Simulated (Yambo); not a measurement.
```
BaAlSiH
1.0
    4.17017     0.00000     0.00000
   -2.08508     3.61147     0.00000
    0.00000     0.00000     4.91009
H Al Si Ba
1 1 1 1
Direct
  0.66667   0.33333   0.11933
  0.66667   0.33333   0.47252
  0.33333   0.66667   0.54423
  0.00000   0.00000   0.00684
```

BaAlSiH (space group P3m1, No. 156) under isotropic strain of -3 % on all lattice vectors: mean Im ε in 1 eV windows above the direct gap of 1.89 eV, for different electron-hole kernels (Yambo, broadening 0.15 eV, norm-conserving PBEsol (Quantum ESPRESSO, 72 Ry, without SOC) bands; 6×6×4 mesh, 4 valence and 9 conduction bands, static screening with 39 bands and a 4 Ry block, scissor 0.49 eV, Tamm-Dancoff; field along x).

| window (eV) | independent quasiparticles | BSE |
|---|---|---|
| 1.9 to 2.9 | 19 | 25 |
| 2.9 to 3.9 | 21 | 18 |
| 3.9 to 4.9 | 12 | 10 |
| 4.9 to 5.9 | 8.0 | 7.1 |
| 5.9 to 6.9 | 4.7 | 4.1 |

This run doesn't resolve bound excitons or single peaks, so only averages are given, and they too depend on the mesh; weight that the attraction moves below the gap isn't listed. All transitions below 7.59 eV are in the band window. The scissor comes from a G0W0 run whose convergence isn't established.

Geometry strained from the cell relaxed with PBEsol, atoms relaxed again.

The structure is a Materials Project entry; no match was found in the copy of COD used, and its stability was not checked.
